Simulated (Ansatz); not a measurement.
Al (hcp (Mg type), P6_3/mmc) under volume change, PBEsol in the plane-wave PAW code Ansatz, shape and atoms relaxed at each volume.

| V (Å³/atom) | E − E(relaxed) (meV/atom) | P (GPa) |
|---|---|---|
| 14.842 | 38.7 | 9.19 |
| 15.331 | … | … |
| 15.820 | 3.8 | 2.57 |
| 16.310 | 0.0 | 0.00 |
| 16.799 | 3.4 | -2.17 |
| 17.288 | 12.9 | -4.01 |
| 17.777 | … | … |

Q: What belongs in the gaps?

A: 
- 15.331, E − E(relaxed) (meV/atom): 16.2
- 15.331, P (GPa): 5.61
- 17.777, E − E(relaxed) (meV/atom): 27.6
- 17.777, P (GPa): -5.56

Q: What does a third-order Birch–Murnaghan fit give for V₀, B₀ and B′?

A: V₀ = 16.31 Å³/atom, B₀ = 78.6 GPa, B′ = 4.5.

The workflow started from a Materials Project entry (that database holds measured and hypothetical structures alike); the Crystallography Open Database copy checked does not list it. It is not the phase usual at ambient conditions (space group No. 225). Symmetry was held in the PBEsol relaxation; its stability against distortions is not shown here.

Potentials: the later of the program's two PAW sets.
